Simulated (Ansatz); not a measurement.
Sc₂BC₂:
Space group I4/mmm (No. 139); a = 3.333 Å, b = 3.333 Å, c = 10.659 Å, α = 90.00°, β = 90.00°, γ = 90.00°

| atom | site | symmetry | x | y | z |
|---|---|---|---|---|---|
| B | 2a | 4/mmm | 0.0000 | 0.0000 | 0.0000 |
| Sc | 4e | 4mm | 0.0000 | 0.0000 | 0.3475 |
| C | 4e | 4mm | 0.0000 | 0.0000 | 0.1385 |
(The calculation used a cell of 5 atoms; values per cell refer to that cell.)

Relaxed at zero pressure with DFT-r²SCAN in the program Ansatz with PAW potentials.

### Question
The volume is lowered by 3 % and shape and atoms relax at that volume. What pressure results, and how do the axes share the change?

### Answer
4.7 GPa; a -1.1 %, b -1.1 %, c -0.9 %; the energy rises by 5 meV/atom.

### Question
Give the new structure.

### Answer

Space group I4/mmm (No. 139); a = b = 3.297 Å, c = 10.567 Å, α = β = γ = 90.00°

```tsv
atom	site	symmetry	x	y	z
B	2a	4/mmm	0.0000	0.0000	0.0000
Sc	4e	4mm	0.0000	0.0000	0.3487
C	4e	4mm	0.0000	0.0000	0.1392
```

The phase is kept; no other phase was compared at this pressure.

The workflow started from an entry of the Crystallography Open Database (COD). Whether it is the stable phase at ambient conditions was not checked. The r²SCAN relaxation kept the symmetry of its start; whether a distortion lowers the energy is not shown. No spin polarisation was allowed.

Potentials: the later of the program's two PAW sets.
